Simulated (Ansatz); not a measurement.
Method: DFT PBE, scalar-relativistic, plane waves, PAW, and for the lanthanide a 4f-in-core norm-conserving potential, in Ansatz. All cells share a 770 eV cutoff and Γ-centred k meshes spaced at most about 0.3 Å⁻¹ (about 0.25 or finer for metals, 2π included). No spin polarisation in the final relaxations.

All energies are static (0 K, no zero-point motion).

Two relaxed structures of Na4Er:

A. Space group Pm-3m (No. 221), cubic, a = 6.533 Å. Na on a site of symmetry 4/mmm has 2 Er at 3.27 Å and 12 Na at 4.62 Å; Na on a site of symmetry m-3m is surrounded by 12 Na at 4.62 Å; around Er lie 6 Na at 3.27 Å.

B. Space group Pm-3m (No. 221), cubic, a = 5.650 Å. Na on a site of symmetry m-3m is surrounded by 6 Na at 2.83 Å; Na on a site of symmetry 4/mmm has 2 Na at 2.83 Å, 4 Er at 4.00 Å and 8 Na at 4.00 Å; Er has 12 Na at 4.00 Å.

Task: Which arrangement of the elements on these sites is preferred, and by what margin?

Result: B is lower, by 253 meV/atom. The two share one framework of sites and differ in which element sits where. A has space group Pm-3m (No. 221), 55.8 Å³/atom and no gap on its mesh; B has space group Pm-3m (No. 221), 36.1 Å³/atom and no gap. Counting all near atoms (those within 1.25 times the shortest distance at each site; a plus sign parts nearer from farther groups; a slash parts the counts of unlike sites), A has Na 2/12+8, Er 6 and B has Na 2/6, Er 12+8. The denser one is the lower, and pressure would at first widen the difference. Even the lower one lies +0.55 eV/atom against the reference forms of the elements (uncorrected), so neither is stable at this level. Both come from invented guesses. A third cell relaxed alike, in F-43m, lies 6 meV/atom below the lower of the two.

Cells relaxed within their symmetry can be saddle points.

The lanthanide is trivalent by construction, without f bands, f moments or other valences.
